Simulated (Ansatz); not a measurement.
ZrSi:
```yaml
crystal:
  lattice:
    - [3.31517, 0.00000, 0.00000]
    - [0.00000, 3.31517, 0.00000]
    - [0.00000, 0.00000, 3.31517]
  atoms:
    - { symbol: Zr, position: [0.00000, 0.00000, 0.00000] }
    - { symbol: Si, position: [0.50000, 0.50000, 0.50000] }
```

Relaxed with PBE. Special points in fractions of this cell's reciprocal vectors: Γ (0.000, 0.000, 0.000); X (0.000, 0.500, 0.000); M (0.500, 0.500, 0.000); R (0.500, 0.500, 0.500).

### Question
List the band energies nearest the Fermi level at these points for PBE with spin–orbit coupling (plane waves, PAW; program Ansatz).

### Answer
In eV from the Fermi level; about four levels below and three above (degenerate sets whole), none deeper than 8.9 eV; points with the same levels are listed once.

```tsv
k	below	above
Γ	-1.75 -1.75 -1.75 -1.75	1.95 1.95 2.11 2.11 2.11 2.11
X	-0.51 -0.51 -0.46 -0.46	3.66 3.66 4.86 4.86
M	-2.50 -2.50 -1.43 -1.43	1.17 1.17 1.21 1.21
R	-4.33 -4.33 -4.33 -4.33 -4.33 -4.33	3.59 3.59 3.99 3.99 3.99 3.99
```

Space group Pm-3m (CsCl type). The cell is a constructed one: a structure type filled with these elements; neither database checked (COD, Materials Project) lists it. COD files the formula under space group No. 62, 63, so this cell is another polymorph or a model. Its standing as an ambient phase is unchecked. The PBE relaxation kept the symmetry of its start. At this level the phase is dynamically unstable (imaginary phonons). The run is not spin-polarised.

Potentials: the later of the program's two PAW sets.
